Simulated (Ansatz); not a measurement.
Relaxed polymorphs of Mg. Calculation: PBEsol (plane waves to 420 eV, PAW, scalar-relativistic; Ansatz, an electronic-structure program). One row is withheld; estimate it from its structure type, its coordination and the trend of the others.

```
structure                                 coordination  E − E(first row) (eV/atom)  V (Å³/atom)
---------------------------  -------------------------  --------------------------  -----------
P6₃/mmc, hP2, hcp (Mg type)  Mg 12 (anticuboctahedral)                        0.00        22.53
Im-3m, cI2, bcc (W type)                Mg 8 (cubic)+6                           ?            ?
P6/mmm, hP3                                          –                        0.06        22.81
Fm-3m, cF4, fcc (Cu type)        Mg 12 (cuboctahedral)                        0.01        22.69
Fd-3m, cF8, diamond type            Mg 4 (tetrahedral)                        0.83        39.01
```

Task: Fill in the missing entries.

Result: 
- Im-3m, cI2, bcc (W type), E − E(first row) (eV/atom): 0.03
- Im-3m, cI2, bcc (W type), V (Å³/atom): 22.49

The withheld cell: Im-3m (No. 229), cI2, bcc (W type); a = 3.556 Å, b = 3.556 Å, c = 3.556 Å, α = 90.00°, β = 90.00°, γ = 90.00°; Mg 2a (0.000, 0.000, 0.000). Coordination numbers (neighbours up to the widest gap in distance over summed covalent radii, below 1.35; n+m marks a second, longer set).

Each run could gain symmetry but not lose that of its start, so entries can be saddle points. From databases, or of a type measured for this composition: P6₃/mmc, hP2, hcp (Mg type); Im-3m, cI2, bcc (W type); the others are generated cells (placed on structure types, drawn at random, substituted or restacked) that were not matched to a known phase here. Static energies at zero pressure. The runs use different k-meshes, so differences are rounded accordingly. No spin polarisation in the result.
